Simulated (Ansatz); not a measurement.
C:
```
CELL_PARAMETERS angstrom
      2.59171     0.00000     0.00000
      0.00000     2.59171     0.00000
      0.00000     0.00000     5.96601
ATOMIC_POSITIONS crystal
  C  0.00000 0.00000 0.75000
  C  0.00000 0.00000 0.25000
  C  0.50000 0.00000 0.88856
  C  0.50000 0.00000 0.11144
  C  0.00000 0.50000 0.38856
  C  0.00000 0.50000 0.61144
```

Relaxed with r²SCAN. Special points in fractions of this cell's reciprocal vectors: Γ (0.000, 0.000, 0.000); X (0.000, 0.500, 0.000); M (0.500, 0.500, 0.000); Z (0.000, 0.000, 0.500); R (0.000, 0.500, 0.500); A (0.500, 0.500, 0.500).

Problem. List the band energies nearest the Fermi level at these points for r²SCAN in the plane-wave PAW code Ansatz.

Solution. In eV from the Fermi level; about four levels below and three above (degenerate sets whole), none deeper than 8.9 eV; points with the same levels are listed once.

```
k                          below                above
-  -----------------------------  -------------------
Γ  -4.67 -4.67 -2.95 -0.67 -0.67       3.40 4.48 5.78
X        -5.62 -4.19 -3.46 -0.31       1.32 5.66 6.65
M        -7.24 -5.16 -4.22 -2.30  4.68 6.76 6.95 6.95
Z        -5.42 -5.42 -5.08 -5.08  0.82 0.82 3.81 3.81
R        -5.47 -3.85 -3.53 -0.30       2.47 5.62 6.85
A        -7.48 -7.48 -6.29 -6.29  1.32 1.32 5.55 5.55
```

Space group P4_2/mmc. The start of the workflow was typed in or built on a structure type; neither database checked (COD, Materials Project) lists it. It is not the phase usual at ambient conditions (space group No. 194, 227). The cell was relaxed with r²SCAN under the symmetry of its start; its stability against distortions is not shown here.

Potentials: the earlier of the program's two PAW sets.
